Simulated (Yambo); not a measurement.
Material: Rb3RhF6 (space group Fm-3m, No. 225); a = 6.444 Å, b = 6.444 Å, c = 6.444 Å, α = 60.00°, β = 60.00°, γ = 60.00° (10 atoms in the cell). The geometry is that of Materials Project entry mp-1113824, symmetrised and not relaxed again.

With PBEsol (Quantum ESPRESSO, PseudoDojo norm-conserving, 88 Ry, scalar-relativistic), the gap between the mesh's edge points (X → X) is 2.108 eV.

### Question
Estimate the G0W0 gap between the same points from Yambo (2×2×2 Γ-centred k mesh, bands 5 to 282 and a 7 Ry block in the screening, 282 bands in G with the Bruneval-Gonze terminator, plasmon pole fitted at 27.2 eV).

### Answer
The correction is 3.730 eV, giving 5.837 eV, 2.8 times the PBEsol value.  Convergence of the G0W0 settings was not tested. The k mesh is coarse. Spin-orbit splittings are left out.

The structure is a Materials Project entry; no match was found in the copy of COD used, and its stability was not checked.
